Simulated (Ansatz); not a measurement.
LiSn:
```yaml
crystal:
  lattice:
    - [5.10696, 0.00000, 0.00000]
    - [0.00000, 3.17129, 0.00000]
    - [-2.07083, 0.00000, 7.41288]
  atoms:
    - { symbol: Li, position: [0.26601, 0.50000, 0.32844] }
    - { symbol: Li, position: [0.73399, 0.50000, 0.67156] }
    - { symbol: Sn, position: [0.24378, 0.00000, 0.66151] }
    - { symbol: Sn, position: [0.75622, 0.00000, 0.33849] }
    - { symbol: Li, position: [0.50000, 0.50000, 0.00000] }
    - { symbol: Sn, position: [0.00000, 0.00000, 0.00000] }
```

Relaxed with PBEsol.

**Question.** Map the electron localisation function on the plane through (0.500, 0.500, 0.000) spanned by u = [1, 0, 0] and v = [0, 1, 0] in lattice vectors, from PBEsol in the plane-wave PAW code Ansatz.

**Answer.** x is the fraction of u, y of v (the angle between them is 90°; rows are the nearest grid lines); atoms in the plane: Li at (0.00, 0.00), Sn at (0.50, 0.50).
```
|@@@.  :--=========--:  .@@@|
|@@%.  :-===========-:  .%@@|
|@%-  .-====-----====-.  -%@|
|:.   :====-------====:   .:|
|    :-===---:::---===-:    |
|   .-=+=---:...:---=+=-.   |
|...:=++=--:.   .:--=++=:...|
|..:-=++=--.     .--=++=-:..|
|.::-=++--:.     .:--++=-::.|
|..:-=++=--.     .--=++=-:..|
|...:=++=--:.   .:--=++=:...|
|   .-=+=---:...:---=+=-.   |
|    :-===---:::---===-:    |
|:.   :====-------====:   .:|
|@%-  .-====-----====-.  -%@|
|@@%.  :-===========-:  .%@@|
|@@@.  :--=========--:  .@@@|
```
Scale: ten equal steps from 0.001 (start of ' ') to 0.998 (end of '@'), in the order ' .:-=+*#%@'; x runs from 0.000 to 1.00, y from 0.000 (bottom) to 1.00 (top).

The density is the valence pseudo-density with augmentation charge, so density and ELF within about 1 Å of a nucleus are not all-electron values.

Space group P2/m. The workflow started from an entry of the Crystallography Open Database (COD). Whether it is the stable phase at ambient conditions was not checked. The PBEsol relaxation kept the symmetry of its start; its stability against distortions is not shown here. Scalar-relativistic: spin–orbit coupling is off unless named, which matters more the heavier the elements.

Potentials: the later of the program's two PAW sets.
